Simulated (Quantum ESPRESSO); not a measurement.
## ScSn2Mo2In2Ta (one run as intended and one with a planted mistake)

Computed values, not a measurement. The program is pw.x of Quantum ESPRESSO 7.5 (plane-wave density functional theory). The cell is made up: eight metal atoms on a hexagonal close-packed lattice, with elements, volume, strain and displacements drawn at random and not relaxed, so it may be unstable or far from any real phase. PseudoDojo standard norm-conserving files set the functional (PBE unless stated); there is no spin polarisation or spin-orbit coupling, the Fermi-Dirac width of 0.25 eV means electrons at about 2900 K, and the masses in the input are unused placeholders. The tin pseudopotential is less sure than most, with forces differing by about three percent from a second method on plain tin. Heavy elements are run without spin-orbit coupling, which real alloys of them have. A spin test at this wide smearing found no moment, but such smearing suppresses magnetism that the real alloy may have.

Intended input:

```
&control calculation='scf', pseudo_dir='./dojo.nc.sr.pbe.v0_5.standard.upf', outdir='./o', disk_io='minimal', tprnfor=.true., tstress=.true. /
&system ibrav=0, nat=8, ntyp=5, nbnd=66, ecutwfc=79.96652505, nosym=.true., tot_charge=0,
 occupations='smearing', smearing='fd', degauss=0.0183746611
/
&electrons conv_thr=1.470e-08, electron_maxstep=70, mixing_beta=0.5 /
ATOMIC_SPECIES
In 1.0 In.upf
Mo 1.0 Mo.upf
Sc 1.0 Sc.upf
Sn 1.0 Sn.upf
Ta 1.0 Ta.upf
CELL_PARAMETERS angstrom
3.1063 0.0 5.1341
3.1063 0.0 -5.1341
-3.1063 5.3802 0.0
ATOMIC_POSITIONS angstrom
Sc -0.0253 0.0099 -0.0126
Sn -1.5902 2.6703 0.05
Mo 3.0604 1.8009 -2.5834
In 1.5314 4.4377 -2.4782
In 3.0356 0.0216 0.0002
Sn 1.5388 2.6807 -0.0201
Ta 3.1459 1.8125 2.6026
Mo 1.3992 4.4402 2.5978
K_POINTS automatic
5 5 4 1 1 1
```

The log is shortened where brackets say so; the opening notice, blank lines, dates and the lines on written files are dropped, and the path of the files is cut. It prints rydbergs, bohrs and kilobars, and counts compression as positive stress. Its total energy is the free energy E - TS of the whole cell.

Log of the intended run:

```
     Program PWSCF v.7.5
     Parallel version (MPI & OpenMP), running on       4 processor cores
     Number of MPI processes:                 4
     Threads/MPI process:                     1
     [start-up lines left out]
     bravais-lattice index     =            0
     lattice parameter (alat)  =      11.3396  a.u.
     unit-cell volume          =    1158.0645 (a.u.)^3
     number of atoms/cell      =            8
     number of atomic types    =            5
     number of electrons       =       106.00
     number of Kohn-Sham states=           66
     kinetic-energy cutoff     =      79.9665  Ry
     charge density cutoff     =     319.8661  Ry
     scf convergence threshold =      1.5E-08
     mixing beta               =       0.5000
     number of iterations used =            8  plain     mixing
     Exchange-correlation= PBE
                           (   1   4   3   4   0   0   0)
     [axes and pseudopotential details left out]
   Cartesian axes
     site n.     atom                  positions (alat units)
         1        Sc     tau(   1) = (  -0.0042162   0.0016498  -0.0020998  )
         2        Sn     tau(   2) = (  -0.2650036   0.4450000   0.0083324  )
         3        Mo     tau(   3) = (   0.5100094   0.3001163  -0.4305183  )
         4        In     tau(   4) = (   0.2552047   0.7395337  -0.4129870  )
         5        In     tau(   5) = (   0.5058765   0.0035996   0.0000333  )
         6        Sn     tau(   6) = (   0.2564379   0.4467332  -0.0033496  )
         7        Ta     tau(   7) = (   0.5242578   0.3020494   0.4337180  )
         8        Mo     tau(   8) = (   0.2331738   0.7399503   0.4329181  )
     number of k points=    50  Fermi-Dirac smearing, width (Ry)=  0.0184
                       cart. coord. in units 2pi/alat
        k(    1) = (   0.1931775   0.2509482   0.0000000), wk =   0.0400000
        k(    2) = (   0.1931775   0.5297795   0.0000000), wk =   0.0400000
     [further k points left out]
     Dense  grid:   111895 G-vectors     FFT dimensions: (  72,  72,  72)
     Estimated max dynamical RAM per process >     391.21 MB
     Estimated total dynamical RAM >       1.45 GB
     Initial potential from superposition of free atoms
     starting charge     105.9827, renormalised to     106.0000
     Starting wfcs are   76 randomized atomic wfcs
     total cpu time spent up to now is        7.3 secs
     per-process dynamical memory:   294.9 Mb
     Self-consistent Calculation
     iteration #  1     ecut=    79.97 Ry     beta= 0.50
     Davidson diagonalization with overlap
     ethr =  1.00E-02,  avg # of iterations =  2.2
     total cpu time spent up to now is       21.4 secs
     total energy              =   -1088.45080523 Ry
     estimated scf accuracy    <       1.13840391 Ry
     iteration #  2     ecut=    79.97 Ry     beta= 0.50
     Davidson diagonalization with overlap
     ethr =  1.07E-03,  avg # of iterations =  5.8
     total cpu time spent up to now is       39.8 secs
     total energy              =   -1088.00593012 Ry
     estimated scf accuracy    <      12.03692724 Ry
     [iterations 3 to 12 left out]
     iteration # 13     ecut=    79.97 Ry     beta= 0.50
     Davidson diagonalization with overlap
     ethr =  1.12E-10,  avg # of iterations =  5.9
     total cpu time spent up to now is      215.0 secs
     total energy              =   -1089.04425945 Ry
     estimated scf accuracy    <       0.00000002 Ry
     iteration # 14     ecut=    79.97 Ry     beta= 0.50
     Davidson diagonalization with overlap
     ethr =  2.18E-11,  avg # of iterations =  2.2
     total cpu time spent up to now is      229.0 secs
     End of self-consistent calculation
     [lines on levels left out]
!    total energy              =   -1089.04425945 Ry
     estimated scf accuracy    <          4.9E-09 Ry
     smearing contrib. (-TS)   =      -0.10686460 Ry
     internal energy E=F+TS    =   -1088.93739484 Ry
     The total energy is F=E-TS. E is the sum of the following terms:
     one-electron contribution =    -252.10308946 Ry
     hartree contribution      =     191.76653059 Ry
     xc contribution           =    -255.20762846 Ry
     ewald contribution        =    -773.39320751 Ry
     convergence has been achieved in  14 iterations
     Forces acting on atoms (cartesian axes, Ry/au):
     atom    1 type  3   force =    -0.00177463    0.00634151    0.02012128
     atom    2 type  4   force =     0.00702463   -0.00642225   -0.03353480
     atom    3 type  2   force =    -0.00384593    0.00099122    0.01057050
     atom    4 type  1   force =    -0.01133863    0.02911553   -0.01584183
     atom    5 type  1   force =     0.00410480   -0.00497738   -0.00364263
     atom    6 type  4   force =    -0.00949967   -0.00830969    0.04311883
     atom    7 type  5   force =    -0.00518909   -0.02379150   -0.02261788
     atom    8 type  2   force =     0.02051852    0.00705255    0.00182653
     Total force =     0.081671     Total SCF correction =     0.000154
     Computing stress (Cartesian axis) and pressure
          total   stress  (Ry/bohr**3)                   (kbar)     P=      -69.32
  -0.00043362   0.00006760  -0.00003528          -63.79        9.94       -5.19
   0.00006760  -0.00041113   0.00001722            9.94      -60.48        2.53
  -0.00003528   0.00001722  -0.00056897           -5.19        2.53      -83.70
     init_run     :      6.92s CPU      7.16s WALL (       1 calls)
     electrons    :    220.72s CPU    221.73s WALL (       1 calls)
     forces       :      1.86s CPU      1.89s WALL (       1 calls)
     stress       :      6.28s CPU      6.45s WALL (       1 calls)
     [timing details left out]
     PWSCF        :   3m55.96s CPU   3m57.44s WALL
     JOB DONE.
```

A second run has one planted mistake: two atoms have their elements exchanged. The input lines that differ:

```
- In 3.0356 0.0216 0.0002
+ Ta 3.0356 0.0216 0.0002
- Ta 3.1459 1.8125 2.6026
+ In 3.1459 1.8125 2.6026
```

Its log:

```
     Program PWSCF v.7.5
     Parallel version (MPI & OpenMP), running on       4 processor cores
     Number of MPI processes:                 4
     Threads/MPI process:                     1
     [start-up lines left out]
     bravais-lattice index     =            0
     lattice parameter (alat)  =      11.3396  a.u.
     unit-cell volume          =    1158.0645 (a.u.)^3
     number of atoms/cell      =            8
     number of atomic types    =            5
     number of electrons       =       106.00
     number of Kohn-Sham states=           66
     kinetic-energy cutoff     =      79.9665  Ry
     charge density cutoff     =     319.8661  Ry
     scf convergence threshold =      1.5E-08
     mixing beta               =       0.5000
     number of iterations used =            8  plain     mixing
     Exchange-correlation= PBE
                           (   1   4   3   4   0   0   0)
     [axes and pseudopotential details left out]
   Cartesian axes
     site n.     atom                  positions (alat units)
         1        Sc     tau(   1) = (  -0.0042162   0.0016498  -0.0020998  )
         2        Sn     tau(   2) = (  -0.2650036   0.4450000   0.0083324  )
         3        Mo     tau(   3) = (   0.5100094   0.3001163  -0.4305183  )
         4        In     tau(   4) = (   0.2552047   0.7395337  -0.4129870  )
         5        Ta     tau(   5) = (   0.5058765   0.0035996   0.0000333  )
         6        Sn     tau(   6) = (   0.2564379   0.4467332  -0.0033496  )
         7        In     tau(   7) = (   0.5242578   0.3020494   0.4337180  )
         8        Mo     tau(   8) = (   0.2331738   0.7399503   0.4329181  )
     number of k points=    50  Fermi-Dirac smearing, width (Ry)=  0.0184
                       cart. coord. in units 2pi/alat
        k(    1) = (   0.1931775   0.2509482   0.0000000), wk =   0.0400000
        k(    2) = (   0.1931775   0.5297795   0.0000000), wk =   0.0400000
     [further k points left out]
     Dense  grid:   111895 G-vectors     FFT dimensions: (  72,  72,  72)
     Estimated max dynamical RAM per process >     391.21 MB
     Estimated total dynamical RAM >       1.45 GB
     Initial potential from superposition of free atoms
     starting charge     105.9827, renormalised to     106.0000
     Starting wfcs are   76 randomized atomic wfcs
     total cpu time spent up to now is        7.3 secs
     per-process dynamical memory:   294.9 Mb
     Self-consistent Calculation
     iteration #  1     ecut=    79.97 Ry     beta= 0.50
     Davidson diagonalization with overlap
     ethr =  1.00E-02,  avg # of iterations =  2.1
     total cpu time spent up to now is       21.7 secs
     total energy              =   -1088.25870477 Ry
     estimated scf accuracy    <       1.36967977 Ry
     iteration #  2     ecut=    79.97 Ry     beta= 0.50
     Davidson diagonalization with overlap
     ethr =  1.29E-03,  avg # of iterations =  5.8
     total cpu time spent up to now is       40.3 secs
     total energy              =   -1087.83079195 Ry
     estimated scf accuracy    <      15.50764809 Ry
     [iterations 3 to 12 left out]
     iteration # 13     ecut=    79.97 Ry     beta= 0.50
     Davidson diagonalization with overlap
     ethr =  1.68E-10,  avg # of iterations =  5.4
     total cpu time spent up to now is      214.1 secs
     total energy              =   -1089.01303253 Ry
     estimated scf accuracy    <       0.00000003 Ry
     iteration # 14     ecut=    79.97 Ry     beta= 0.50
     Davidson diagonalization with overlap
     ethr =  2.84E-11,  avg # of iterations =  2.4
     total cpu time spent up to now is      228.2 secs
     End of self-consistent calculation
     [lines on levels left out]
!    total energy              =   -1089.01303253 Ry
     estimated scf accuracy    <          2.9E-09 Ry
     smearing contrib. (-TS)   =      -0.11682737 Ry
     internal energy E=F+TS    =   -1088.89620516 Ry
     The total energy is F=E-TS. E is the sum of the following terms:
     one-electron contribution =    -252.14935783 Ry
     hartree contribution      =     191.86732775 Ry
     xc contribution           =    -255.22096757 Ry
     ewald contribution        =    -773.39320751 Ry
     convergence has been achieved in  14 iterations
     Forces acting on atoms (cartesian axes, Ry/au):
     atom    1 type  3   force =    -0.00403455   -0.00605962    0.01495315
     atom    2 type  4   force =     0.00619245    0.00450314   -0.03507112
     atom    3 type  2   force =     0.01073880   -0.00495809    0.02455935
     atom    4 type  1   force =    -0.01192749    0.03434184   -0.01772497
     atom    5 type  5   force =     0.00791058   -0.00331243   -0.00981962
     atom    6 type  4   force =    -0.00377865    0.00033133    0.04726578
     atom    7 type  1   force =    -0.01756909   -0.02218008   -0.01575484
     atom    8 type  2   force =     0.01246797   -0.00266608   -0.00840774
     Total force =     0.087433     Total SCF correction =     0.000233
     Computing stress (Cartesian axis) and pressure
          total   stress  (Ry/bohr**3)                   (kbar)     P=      -64.19
  -0.00036339   0.00005923  -0.00004475          -53.46        8.71       -6.58
   0.00005923  -0.00058102   0.00003007            8.71      -85.47        4.42
  -0.00004475   0.00003007  -0.00036455           -6.58        4.42      -53.63
     init_run     :      6.92s CPU      7.18s WALL (       1 calls)
     electrons    :    219.82s CPU    220.99s WALL (       1 calls)
     forces       :      1.85s CPU      1.86s WALL (       1 calls)
     stress       :      6.42s CPU      6.42s WALL (       1 calls)
     [timing details left out]
     PWSCF        :   3m55.13s CPU   3m56.60s WALL
     JOB DONE.
```

```
                                            intended run  run with the mistake
                          free energy (eV)    -14817.202            -14816.777
         entropy term -TS, part of it (eV)        -1.454                -1.590
                            pressure (GPa)         -6.93                 -6.42
size of the largest force component (eV/Å)         1.109                 1.215
largest change of a force component (eV/Å)                               0.375
                                iterations            14                    14
```

For scale, a rerun of the intended cell at a higher cutoff and on a denser mesh moved values by no more than 0.003 eV in energy, 0.02 GPa in stress and 0.006 eV/Å in force, and a second program with other atomic files agreed on that cell to 2 % rms in force and 0.5 GPa in pressure.